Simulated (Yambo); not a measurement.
G0W0@LDA for AgCl (space group Cmcm, No. 63) in Yambo. Reference settings: 4×4×4 Γ-centred k mesh, bands 9 to 99 and a 6 Ry block in the screening, 99 bands in G with the Bruneval-Gonze terminator, plasmon pole fitted at 27.2 eV. The LDA gap (0.25, 0.25, 0) → Γ on this mesh is 0.28 eV; G0W0 gaps are taken between the same points.

The settings were changed. The gap went from 1.78 eV to 1.93 eV, and the shift of the valence edge from -0.77 eV to -0.69 eV.

### Question
What was changed between the two runs?
(A) 36 bands in W, 36 bands in G, 2 Ry block
(B) 4×4×2 mesh
(C) 62 bands in W, 62 bands in G, 5 Ry block
(D) 36 bands in W, 36 bands in G, 3 Ry block

### Answer
C, 62 bands in W, 62 bands in G, 5 Ry block. The others gave (gap, valence shift): 4×4×2 mesh: 1.83, -0.79 eV; 36 bands in W, 36 bands in G, 2 Ry block: 2.52, -0.83 eV; 36 bands in W, 36 bands in G, 3 Ry block: 2.46, -0.76 eV.

Spin-orbit coupling is not included.

Geometry relaxed with LDA; primitive cell a = 5.6143 Å, b = 5.6143 Å, c = 3.7742 Å, α = 90.00°, β = 90.00°, γ = 141.94°.

This is not the ordinary phase of the substance; no match was found in the copy of COD used, and its stability was not checked.

A shift is the quasiparticle energy of the state minus its LDA energy.
